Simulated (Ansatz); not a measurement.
Starting cell, BaLiF$_{3}$ (cubic perovskite):

```
BaLiF3
1.0
    7.77536     0.00000     0.00000
    0.00000     3.88768     0.00000
    0.00000     0.00000     3.88768
Ba Li F
2 2 6
Direct
  0.00000   0.00000   0.00000
  0.50000   0.00000   0.00000
  0.25000   0.50000   0.50000
  0.75000   0.50000   0.50000
  0.00000   0.50000   0.50000
  0.50000   0.50000   0.50000
  0.25000   0.00000   0.50000
  0.75000   0.00000   0.50000
  0.25000   0.50000   0.00000
  0.75000   0.50000   0.00000
```

The atoms are displaced by Q × the pattern below (from a DFPT mode at X = (0.5, 0.0, 0.0), largest move 1; Q in Å), at fixed cell. It is one choice among 2 degenerate patterns. (q is in reciprocal vectors of the primitive cell; the cell shown is doubled to hold the pattern.)

```
atom      x      y       z
----  -----  -----  ------
Ba1   0.000  0.000   1.000
Ba2   0.000  0.000  -1.000
F5    0.000  0.000   0.317
F6    0.000  0.000  -0.317
```

Atoms not listed stay in place.

All values below come from LDA (plane waves to 420 eV, PAW, scalar-relativistic; Ansatz, a quantum-chemistry and plane-wave program). k mesh 5×9×9 (Γ-centred), Fermi-Dirac smearing 0.05 eV. BaLiF3 was relaxed with its symmetry unable to fall.

At one point of the scan the forces (eV/Å) are:

```tsv
atom	Fx	Fy	Fz
Ba1	0.000	0.000	-0.388
Ba2	0.000	0.000	0.388
Li3	0.000	0.000	0.000
Li4	0.000	0.000	0.000
F5	0.000	0.000	-0.014
F6	0.000	0.000	0.014
F7	0.000	0.000	0.000
F8	0.000	0.000	0.000
F9	0.000	0.000	0.000
F10	0.000	0.000	0.000
```

Task: Which point is it?
(A) Q = 0.030 Å
(B) Q = 0.120 Å
(C) Q = 0.060 Å
(D) Q = 0.090 Å

Result: B, Q = 0.120 Å

(A displaced cell: forces are minus the slopes of the energy, force constants its curvatures, and phonons follow from these.)
